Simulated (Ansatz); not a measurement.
**HfB2: stiffness from a series of strains**

```yaml
crystal:
  lattice:
    - [3.14000, 0.00000, 0.00000]
    - [-1.57000, 2.71932, 0.00000]
    - [0.00000, 0.00000, 3.48000]
  atoms:
    - { symbol: Hf, position: [0.00000, 0.00000, 0.00000] }
    - { symbol: B, position: [0.33333, 0.66667, 0.50000] }
    - { symbol: B, position: [0.66667, 0.33333, 0.50000] }
```

Atom numbers follow the list: Hf1, B2, B3.

The geometry is COD entry 1510711, unchecked; take it as a test cell.

Spin–orbit coupling is left out, though it moves levels of the heavy atoms by tenths of an eV or more.

All numbers below come from DFT, PBEsol, all-electron LAPW, scalar-relativistic in Ansatz 0.2.0.

Numerical set-up: a Γ-centred 13×13×11 k mesh, Fermi–Dirac smearing of 0.05 eV, basis error target 0.5 meV/atom, no spin polarisation.

The strain is applied along the Cartesian axes of the cell as listed (the other components stay zero). Fractional coordinates are held (clamped ions).

σ is the change of stress from the unstrained cell, which is at -4.31 GPa; tension is positive, so slopes are stress–strain coefficients at that pressure. In a metal the k mesh adds noise.

Only quantities that a quadratic follows smoothly over the whole series are listed; rougher ones are left out.

| εzz | σzz (GPa) | σxx (GPa) |
| --- | --- | --- |
| -0.0300 | -14.25 | -3.97 |
| -0.0200 | -9.25 | -2.54 |
| -0.0100 | -4.53 | -1.21 |
| 0.0000 | 0.00 | 0.00 |
| 0.0200 | 8.30 | 2.15 |
| 0.0300 | 12.08 | 3.12 |

Task: Fit the series and read off the stiffness at zero strain.

Result: Least-squares fits y = p0 + p1 x + p2 x² to the rows give σzz (GPa): p1 = 439, p2 = -1200; σxx (GPa): p1 = 118, p2 = -480. So C33 = 439 GPa and C13 = 118 GPa, for these axes.

Task: One run, at εzz = 0.0100, is withheld. Predict its row.

Result: The fits give 4.26, 1.13; the run gave 4.27, 1.12.
